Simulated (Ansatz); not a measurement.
Squeezing B (begun as hcp type, now distorted hcp)

```xyz
2
Lattice="1.7071 0.0000 0.0000 -0.8535 1.4784 0.0000 0.0000 0.0000 7.0422" Properties=species:S:1:pos:R:3 pbc="T T T"
B     0.0000    0.9856    1.7605
B     0.8535    0.4928    5.2816
```

The cell comes from a relaxation on PAW files under the same functional, begun from a prototype that needn't be the stable phase.

The start type wasn't kept: the relaxed cell is distorted hcp.

Its volume is scaled, and at each volume shape and atoms are relaxed on PAW files; all methods then take that cell.

All numbers are PBEsol results (scalar-relativistic) from Ansatz 0.2.0, with a Γ-centred 21×21×11 k mesh, Fermi–Dirac smearing of 0.08 eV, no spin polarisation. Methods: LAPW: all electrons, basis error target 1 meV/atom; PAW: frozen-core files, cutoff 420 eV.

Energies are extrapolated to zero smearing and count from the unscaled cell; pressure is positive in compression; gaps take the mesh and a band path. No temperature or zero-point motion is included.

The PAW files were made under PBE. The structure type is held throughout; the real material can change phase at far lower pressure.

```tsv
V/V0	V (Å³/atom)	P LAPW (GPa)	ΔE LAPW (eV/atom)	P PAW − LAPW (GPa)	ΔE PAW − LAPW (meV/atom)	space group	shortest distance (Å)
1.00	8.89	-0.08	0.000	0.08	0.0	P6_3/mmc	1.707
0.90	8.00	?	0.012	0.08	0.0	P6_3/mmc	1.697
0.80	7.11	16.86	0.069	0.13	0.2	P6_3/mmc	1.680
0.70	6.22	44.8	0.231	0.16	0.7	P6_3/mmc	1.648
0.60	5.33	93.5	0.603	0.25	0.9	P6_3/mmc	1.617
```

**Question.** What belongs in the row "0.90", column "P LAPW (GPa)"?

**Answer.** 4.83.

**Question.** From the table, what is the rise of the enthalpy H = E + pV up to the last row, and how stiff is the crystal between the last two rows?

**Answer.** ΔH = 0.603 eV + (93.5 GPa × 5.33 Å³ + 0.08 GPa × 8.89 Å³) × 0.006242 eV/(GPa·Å³) = 3.72 eV/atom, of which pV makes 84 %. The mean bulk modulus there is −ΔP/Δln V = 316 GPa.

**Question.** How do the Löwdin populations by LAPW change from the unscaled cell to the last row?

**Answer.** B 2p 2.48 → 2.53 electrons an atom. These are projections on the shells that the free atoms fill; 0.09 e a cell lies outside them at the start and 0.05 e at the end.
